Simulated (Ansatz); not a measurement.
All numbers below come from DFT PBE, scalar-relativistic, plane waves, PAW in Ansatz 0.2.0. Plane waves to 420 eV, a 10×10×8 mesh through Γ for the 5-atom cell and 0.10 eV Gaussian smearing; collinear spin.

Energies over the elements count from the elements' standard structures at the same level (F₂ as a molecule), with no fitted energy shifts. The references include crystalline Br.

**Question.** Suggest a trial structure for a tetragonal metal with formula MnPdBrF₂, with a formation energy near −0.57 eV/atom, a density near 4.88 g/cm³ and a net moment near 1.0 μB per atom, in a cell of 5 atoms. Its symmetry should be P4/mmm (No. 123).

**Answer.** MnPdBrF₂, space group P4/mmm (No. 123). Mn has 4 Br at 2.96 Å and 8 F at 3.43 Å; around Pd lie 4 F at 2.09 Å and 2 Br at 2.72 Å; Br is surrounded by 2 Pd at 2.72 Å, 4 Mn at 2.96 Å and 8 F at 3.43 Å; around F lie 2 Pd at 2.09 Å, 4 F at 2.96 Å, 4 Br at 3.43 Å and 4 Mn at 3.43 Å.

Space group P4/mmm (No. 123). a = 4.179 Å, b = 4.179 Å, c = 5.435 Å, α = 90.00°, β = 90.00°, γ = 90.00°
```csv
atom,site,symmetry,x,y,z
Mn,1d,4/mmm,0.5000,0.5000,0.5000
Pd,1a,4/mmm,0.0000,0.0000,0.0000
Br,1b,4/mmm,0.0000,0.0000,0.5000
F,2f,mmm.,0.5000,0.0000,0.0000
```

- Volume per atom: 18.99 Å³
- Density: 4.88 g/cm³
- Formation energy: −0.57 eV/atom
- Gap on the 10×10×8 mesh of the 5-atom cell: 0 eV (a metal)
- Net moment per atom: 1.00 μB
- Moment by site: Mn 4.6 μB

It was reached by relaxing an invented guess, and it needn't be the stable form of this composition. Other answers may fit too; this one was computed.

No Hubbard U is applied to the 3d shell of Mn. The reference form of Br is held partly by dispersion forces, which this level lacks. Another magnetic order may lie lower. Symmetry constrained the relaxation, so the result can be a saddle point. Site moments count only spheres around the atoms; the net moment includes the space between them.
